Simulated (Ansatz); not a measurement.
## RuS2: Ru-101 NMR of the central transition

Cell: a COD entry, taken as it stands.

Space group Pa-3 (No. 205); a = 5.6106 Å.

| site | Wyckoff | site symmetry | x | y | z |
| --- | --- | --- | --- | --- | --- |
| Ru | 4a | .-3. | 0.0000 | 0.0000 | 0.0000 |
| S | 8c | .3. | 0.3883 | 0.3883 | 0.3883 |

One atom of each set is listed.

Computed with Ansatz: DFT, PBE, plane waves and PAW, scalar-relativistic, collinear spin, 420 eV cutoff, Γ-centred 5×5×5 k-points, Fermi–Dirac smearing 0.02 eV. Start moments as typed (μB): 2 on each Ru, none on the rest.

Ru-101 has I = 5/2 and Q = 457.0 mb (Pyykkö 2018); at 14.1 T its Larmor frequency is ν₀ = 31.0 MHz (from the bare nuclear moment; shielding lowers the observed one by a per cent or two). Only the quadrupole interaction is simulated: positions count from each site's isotropic chemical shift, and shift anisotropy, dipolar and J coupling are left out.

Simulated pattern of one Ru site (static powder, Gaussian broadening 100 kHz):

```json
{"offset (kHz)": "-1872.8", "height": "0"}
{"offset (kHz)": "-1776.0", "height": "22"}
{"offset (kHz)": "-1679.3", "height": "100"}
{"offset (kHz)": "-1582.6", "height": "71"}
{"offset (kHz)": "-1485.9", "height": "51"}
{"offset (kHz)": "-1389.2", "height": "42"}
{"offset (kHz)": "-1292.4", "height": "37"}
{"offset (kHz)": "-1195.7", "height": "34"}
{"offset (kHz)": "-1099.0", "height": "32"}
{"offset (kHz)": "-1002.3", "height": "30"}
{"offset (kHz)": "-905.5", "height": "29"}
{"offset (kHz)": "-808.8", "height": "28"}
{"offset (kHz)": "-712.1", "height": "27"}
{"offset (kHz)": "-615.4", "height": "26"}
{"offset (kHz)": "-518.6", "height": "26"}
{"offset (kHz)": "-421.9", "height": "26"}
{"offset (kHz)": "-325.2", "height": "25"}
{"offset (kHz)": "-228.5", "height": "25"}
{"offset (kHz)": "-131.8", "height": "25"}
{"offset (kHz)": "-35.0", "height": "24"}
{"offset (kHz)": "61.7", "height": "20"}
{"offset (kHz)": "158.4", "height": "20"}
{"offset (kHz)": "255.1", "height": "21"}
{"offset (kHz)": "351.9", "height": "22"}
{"offset (kHz)": "448.6", "height": "24"}
{"offset (kHz)": "545.3", "height": "26"}
{"offset (kHz)": "642.0", "height": "30"}
{"offset (kHz)": "738.8", "height": "35"}
{"offset (kHz)": "835.5", "height": "50"}
{"offset (kHz)": "932.2", "height": "71"}
{"offset (kHz)": "1028.9", "height": "16"}
{"offset (kHz)": "1125.6", "height": "0"}
```

Task: Which |C_Q| and η does the pattern imply?

Result: The pattern spans 2668 kHz before broadening and its centre of gravity is at -512 kHz, which fixes P_Q; the places of the horns and steps fix η. That gives P_Q = 51.4 MHz, |C_Q| = 51.4 MHz and η = 0.00. The sign of C_Q can't be read from the pattern.

An axis of threefold or higher order runs through Ru, so V_zz lies along it and η is zero.

With ν_Q/ν₀ up to 0.25, terms beyond second order are no longer negligible.

The largest force is 0.3 eV/Å, so the atoms aren't at the calculated equilibrium and relaxing them would move these values. Without spin–orbit coupling (the program notes it for Ru) the gradients can shift somewhat, as the gap is small. With these PAW files V_zz is typically within 2 to 3 % of all-electron values, but misses above 10 % occur on Ru. The start moments die out, and the run ends without spin.

The run took 68 s of wall time (67 s of CPU time) and 0.61 GiB at its peak, on 1 thread of Arm Neoverse N1 (aarch64; 36 cores open to the job, memory cap 3.0 GiB, no GPU), a shared host with a load of 0.9 a core.
